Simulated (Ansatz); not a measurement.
SrO:
```yaml
crystal:
  lattice:
    - [4.27006, 0.00000, 0.00000]
    - [-2.13503, 3.69798, 0.00000]
    - [0.00000, 0.00000, 5.14440]
  atoms:
    - { symbol: Sr, position: [0.33333, 0.66667, 0.75000] }
    - { symbol: Sr, position: [0.66667, 0.33333, 0.25000] }
    - { symbol: O, position: [0.33333, 0.66667, 0.25000] }
    - { symbol: O, position: [0.66667, 0.33333, 0.75000] }
```

Relaxed with r²SCAN.

**Question.** Map the valence electron density (e/Å³), cut off at 2 on the plane through (0.333, 0.667, 0.750) spanned by u = [1, 1, 0] and v = [1, -1, 0] in lattice vectors, from r²SCAN (plane waves, PAW; program Ansatz).

**Answer.** x is the fraction of u, y of v (the angle between them is 90°; rows are the nearest grid lines); atoms in the plane: Sr at (0.00, 0.00), Sr at (0.50, 0.50), O at (0.00, 0.33), O at (0.50, 0.83).
```
y \ x   0.000  0.0952  0.190  0.286  0.381  0.476  0.524  0.619  0.714  0.810  0.905   1.00
------  -----  ------  -----  -----  -----  -----  -----  -----  -----  -----  -----  -----
1.00     1.00    2.00   1.29  0.214  0.115  0.139  0.139  0.115  0.214   1.29   2.00   1.00
0.919    2.00    1.74  0.550  0.287  0.743   1.58   1.58  0.743  0.287  0.550   1.74   2.00
0.838   0.214   0.161  0.145  0.480   2.00   2.00   2.00   2.00  0.480  0.145  0.161  0.214
0.757   0.021   0.029  0.073  0.248  0.913   2.00   2.00  0.913  0.248  0.073  0.029  0.021
0.703   0.012   0.018  0.041  0.107  0.254  0.408  0.408  0.254  0.107  0.041  0.018  0.012
0.622   0.014   0.017  0.037  0.145  0.491  0.864  0.864  0.491  0.145  0.037  0.017  0.014
0.541   0.054   0.053  0.109  0.695   2.00   2.00   2.00   2.00  0.695  0.109  0.053  0.054
0.459   0.435   0.317  0.209  0.674   2.00   2.00   2.00   2.00  0.674  0.209  0.317  0.435
0.378    2.00    2.00  0.573  0.232  0.492  0.908  0.908  0.492  0.232  0.573   2.00   2.00
0.297    2.00    2.00  0.604  0.140  0.059  0.052  0.052  0.059  0.140  0.604   2.00   2.00
0.243    1.42   0.841  0.272  0.084  0.031  0.018  0.018  0.031  0.084  0.272  0.841   1.42
0.162   0.295   0.219  0.101  0.039  0.017  0.012  0.012  0.017  0.039  0.101  0.219  0.295
0.0811   2.00    1.76  0.556  0.097  0.030  0.024  0.024  0.030  0.097  0.556   1.76   2.00
0.000    1.00    2.00   1.29  0.214  0.115  0.139  0.139  0.115  0.214   1.29   2.00   1.00
```

The density is the valence pseudo-density with augmentation charge, so density and ELF within about 1 Å of a nucleus are not all-electron values.

Space group P6_3/mmc. The workflow started from a Materials Project entry (that database holds measured and hypothetical structures alike); the Crystallography Open Database copy checked does not list it. It is not the phase usual at ambient conditions (space group No. 225). Symmetry was held in the r²SCAN relaxation; phonons on a q-mesh show no instability.

Potentials: the later of the program's two PAW sets.
